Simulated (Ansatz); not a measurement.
CdTe:
```
CELL_PARAMETERS angstrom
      4.56116     0.00000     0.00000
     -2.28058     3.95008     0.00000
      0.00000     0.00000    10.46920
ATOMIC_POSITIONS crystal
  Cd 0.50038 0.00000 0.33333
  Cd 0.00000 0.50038 0.66667
  Cd 0.49962 0.49962 0.00000
  Te 0.50017 0.00000 0.83333
  Te 0.00000 0.50017 0.16667
  Te 0.49983 0.49983 0.50000
```

Relaxed with r²SCAN. Independent-particle spectrum: no excitons, no local fields, no scissors shift; 0.1 eV broadening; ε₁ of the summed bands alone.

Tabulate the dielectric function from plane-wave PAW r²SCAN (Ansatz code).



```tsv
E (eV)	ε₁ xx	ε₂ xx	ε₁ zz	ε₂ zz
0.0	9.23	0.00	11.29	0.00
0.4	9.35	0.00	11.57	0.00
0.8	9.80	0.01	12.79	1.03
1.2	10.91	0.52	12.30	1.84
1.6	11.19	1.40	12.90	1.96
2.0	12.19	1.77	14.83	2.16
2.4	15.97	2.97	22.31	3.41
2.8	15.39	17.74	13.57	27.97
3.2	8.11	11.26	7.13	10.86
3.6	4.79	11.39	1.14	20.84
4.0	4.40	7.73	0.89	9.10
4.4	4.76	9.97	0.73	13.05
4.8	2.06	14.29	-1.76	7.23
5.2	-1.81	10.73	-1.74	8.26
5.6	-2.89	7.26	-1.39	6.88
6.0	-2.06	6.55	-3.16	6.86
6.4	-2.49	4.82	-3.58	4.96
6.8	-1.91	4.26	-2.95	3.60
7.2	-1.82	4.35	-2.48	3.38
7.6	-2.12	3.71	-1.92	2.67
8.0	-2.02	3.05	-1.41	2.92
8.4	-2.04	2.50	-1.88	2.23
8.8	-1.80	2.13	-1.66	1.95
9.2	-1.62	1.59	-1.38	1.44
9.6	-1.24	1.31	-1.13	1.30
10.0	-0.91	1.15	-0.81	1.14
10.4	-0.64	1.16	-0.56	1.12
10.8	-0.64	1.24	-0.57	1.27
11.2	-0.51	1.01	-0.53	1.08
11.6	-0.61	1.03	-0.63	1.01
12.0	-0.37	0.79	-0.37	0.81
```

From ε at 2.7 eV (xx: 19.73 + 11.84i), find n, k, the normal reflectivity and the absorption coefficient.

n = 4.62, k = 1.281, R = 44 %, α = 2kE/ħc = 350000 cm⁻¹.

With all bands, ε∞ without local fields is 9.40 (xx = yy), 11.5 (zz).

Space group P6_422. The first step of the workflow began from a Materials Project structure, measured or hypothetical; the Crystallography Open Database copy checked does not list it. It is not the phase usual at ambient conditions (space group No. 216). Symmetry was held in the r²SCAN relaxation; whether a distortion lowers the energy is not shown. Scalar-relativistic: spin–orbit coupling is off unless named, which matters more the heavier the elements.

Potentials: the later of the program's two PAW sets.
